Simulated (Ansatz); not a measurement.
## Structures of CsTi₃: which is lowest?

Plane-wave DFT in Ansatz with scalar-relativistic PAW potentials, cutoff 500 eV, Γ-centred meshes chosen by cell and gap, Gaussian smearing with energies taken to zero width. Every cell was relaxed (cell and atoms) in a run of its own, within the symmetry of its start. Functional: r2SCAN.

Relaxed structures (starts from databases or built by putting these elements on another compound's sites):
A. P6_3/mmc, 8 atoms in the computed cell, a = 8.714 Å, c = 4.814 Å; sites (symmetry × multiplicity) Cs -6m2 × 2, Ti mm2 × 6; start: built
B. Pm-3m, 4 atoms in the computed cell, a = 4.343 Å; sites (symmetry × multiplicity) Cs m-3m × 1, Ti 4/mm.m × 3; start: built

Question: Rank them by energy. Could pressure change the order?

Answer:
```tsv
structure	group	E − E(lowest) (meV/atom)	V (Å³/atom)	gap on mesh (eV)
A	P6_3/mmc	0.0	39.57	0.00
B	Pm-3m	357	20.47	0.00
```

A is lowest, 357 meV/atom under B. B is denser by 19.10 Å³/atom, so pressure favours it: ΔE/ΔV, with ΔE in eV and 1 eV/Å³ = 160.2 GPa, gives about 3.0 GPa for equal enthalpy if both cells were rigid, a rough figure since the two compress differently. Other structures may lie lower than all of these, and vibrations aren't counted.

Spin-orbit coupling is left out, which matters for the bands of heavy elements.